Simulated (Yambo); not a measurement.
Input:

```
CELL_PARAMETERS angstrom
      3.08828     0.00000     0.00000
     -1.54414     2.67453     0.00000
      0.00000     0.00000     5.03110
ATOMIC_POSITIONS crystal
  N  0.66667 0.33333 0.87573
  N  0.33333 0.66667 0.37573
  Ga 0.66667 0.33333 0.49927
  Ga 0.33333 0.66667 0.99927
```

Workflow: norm-conserving PBE (stringent potentials; Quantum ESPRESSO, 114 Ry, no spin-orbit coupling), then G0W0 in Yambo (6×6×2 Γ-centred k mesh, bands 9 to 215 and a 15 Ry block in the screening, 215 bands in G with the Bruneval-Gonze terminator, plasmon pole fitted at 27.2 eV).

### Question
Give the PBE and G0W0 gaps between the band edges found on this mesh, and say where the edges lie.

### Answer
Edges: Γ → Γ. PBE: 2.58 eV; G0W0: 3.69 eV. Convergence of the G0W0 settings was not tested. Spin-orbit splittings are left out.

Geometry strained from the cell relaxed with PBEsol, atoms relaxed again.
